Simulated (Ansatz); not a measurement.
Input, command and steps of an Ansatz relaxation.

```yaml
crystal:
  lattice:
    - [5.5085061526, 0.0, 0.0]
    - [0.0, 3.0936521342, 0.0]
    - [0.0, 0.0, 6.0995602218]
  atoms:
    - { symbol: P, position: [0.8229237013, 0.75, 0.5615891887] }
    - { symbol: P, position: [0.1770762987, 0.25, 0.4384108113] }
    - { symbol: P, position: [0.6770762987, 0.25, 0.0615891887] }
    - { symbol: P, position: [0.3229237013, 0.75, 0.9384108113] }
    - { symbol: W, position: [-0.0128077435, 0.75, 0.1883767415] }
    - { symbol: W, position: [0.0128077435, 0.25, 0.8116232585] }
    - { symbol: W, position: [0.5128077435, 0.25, 0.6883767415] }
    - { symbol: W, position: [0.4871922565, 0.75, 0.3116232585] }
basis:
  ecutwfc: 420
kpoints:
  mp_grid: { grid: [6, 12, 6] }
hamiltonian:
  xc: pbesol
scf:
  occupations: { method: gaussian, width: 0.1 }
output:
  forces: true
  stress: true
  eigenvalues: true
relax:
  adjacent_minimum: "off"
  f_tol: 0.01
  max_steps: 30
  cell: { stress_tol: 0.1, fix: [volume] }
```

```bash
ansatz run input.yaml --threads 2 --pin off --max-ram 5120MiB --backend cpu --events-out ev --progress --plain --runs-dir out
```

Method: Ansatz 0.2.0, DFT PBEsol, scalar-relativistic, plane waves, PAW.

The volume is held at 0.91 times that of the relaxed cell.

Of 6 frames 5 are shown, positions in Å and forces in eV/Å; the SCF threshold varies from step to step. Steps run on the plane waves of an earlier cell, with a Pulay correction in the pressure. The basis is chosen afresh for the last frame, the zero of the energies, and at times for earlier ones too; energy and pressure can step there, also at an unchanged geometry. Where two frames share a geometry here, they differ by under 2 meV/atom and 0.3 GPa.

```xyz
8
Lattice="5.5085 0.0000 0.0000 0.0000 3.0937 0.0000 0.0000 0.0000 6.0996" Properties=species:S:1:pos:R:3:forces:R:3 pbc="T T T" step=1 free_energy_over_end_meV_per_atom=1.43 pressure_GPa=28.46
P     4.5331    2.3202    3.4254    0.1835    0.0000   -0.0788
P     0.9754    0.7734    2.6741   -0.1835    0.0000    0.0788
P     3.7297    0.7734    0.3757   -0.1835    0.0000   -0.0788
P     1.7788    2.3202    5.7239    0.1835    0.0000    0.0788
W    -0.0706    2.3202    1.1490   -0.0026    0.0000    0.0202
W     0.0706    0.7734    4.9505    0.0026    0.0000   -0.0202
W     2.8248    0.7734    4.1988    0.0026    0.0000    0.0202
W     2.6837    2.3202    1.9008   -0.0026    0.0000   -0.0202
8
Lattice="5.5230 0.0000 0.0000 0.0000 3.0622 0.0000 0.0000 0.0000 6.1461" Properties=species:S:1:pos:R:3:forces:R:3 pbc="T T T" step=2 free_energy_over_end_meV_per_atom=0.52 pressure_GPa=27.30
P     4.5500    2.2966    3.4402    0.0875    0.0000   -0.0408
P     0.9730    0.7655    2.7059   -0.0875    0.0000    0.0408
P     3.7345    0.7655    0.3671   -0.0875    0.0000   -0.0408
P     1.7885    2.2966    5.7790    0.0875    0.0000    0.0408
W    -0.0693    2.2966    1.1590    0.0293    0.0000    0.0491
W     0.0693    0.7655    4.9871   -0.0293    0.0000   -0.0491
W     2.8308    0.7655    4.2321   -0.0293    0.0000    0.0491
W     2.6922    2.2966    1.9140    0.0293    0.0000   -0.0491
8
Lattice="5.5059 0.0000 0.0000 0.0000 3.0756 0.0000 0.0000 0.0000 6.1383" Properties=species:S:1:pos:R:3:forces:R:3 pbc="T T T" step=3 free_energy_over_end_meV_per_atom=0.07 pressure_GPa=27.47
P     4.5401    2.3067    3.4376    0.0518    0.0000   -0.0221
P     0.9658    0.7689    2.7007   -0.0518    0.0000    0.0221
P     3.7187    0.7689    0.3685   -0.0518    0.0000   -0.0221
P     1.7872    2.3067    5.7699    0.0518    0.0000    0.0221
W    -0.0705    2.3067    1.1566    0.0378    0.0000    0.0176
W     0.0705    0.7689    4.9817   -0.0378    0.0000   -0.0176
W     2.8234    0.7689    4.2258   -0.0378    0.0000    0.0176
W     2.6825    2.3067    1.9125    0.0378    0.0000   -0.0176
8
Lattice="5.5090 0.0000 0.0000 0.0000 3.0759 0.0000 0.0000 0.0000 6.1343" Properties=species:S:1:pos:R:3:forces:R:3 pbc="T T T" step=4 free_energy_over_end_meV_per_atom=0.04 pressure_GPa=27.38
P     4.5451    2.3069    3.4330    0.0041    0.0000    0.0320
P     0.9639    0.7690    2.7013   -0.0041    0.0000   -0.0320
P     3.7184    0.7690    0.3659   -0.0041    0.0000    0.0320
P     1.7906    2.3069    5.7684    0.0041    0.0000   -0.0320
W    -0.0670    2.3069    1.1554   -0.0426    0.0000    0.0282
W     0.0670    0.7690    4.9788    0.0426    0.0000   -0.0282
W     2.8216    0.7690    4.2226    0.0426    0.0000    0.0282
W     2.6875    2.3069    1.9117   -0.0426    0.0000   -0.0282
8
Lattice="5.5067 0.0000 0.0000 0.0000 3.0761 0.0000 0.0000 0.0000 6.1364" Properties=species:S:1:pos:R:3:forces:R:3 pbc="T T T" step=6 free_energy_over_end_meV_per_atom=0.00 pressure_GPa=27.38
P     4.5434    2.3071    3.4353    0.0020    0.0000    0.0040
P     0.9633    0.7690    2.7011   -0.0020    0.0000   -0.0040
P     3.7167    0.7690    0.3671   -0.0020    0.0000    0.0040
P     1.7900    2.3071    5.7693    0.0020    0.0000   -0.0040
W    -0.0689    2.3071    1.1563    0.0006    0.0000   -0.0004
W     0.0689    0.7690    4.9800   -0.0006    0.0000    0.0004
W     2.8223    0.7690    4.2245   -0.0006    0.0000   -0.0004
W     2.6844    2.3071    1.9118    0.0006    0.0000    0.0004
```

The run took 110 s on 2 threads of AMD EPYC 7R43 64-Core Processor (Zen 3) (shared host), peak memory 0.72 GiB.

Spin–orbit coupling is left out, which can shift energies with elements as heavy as these.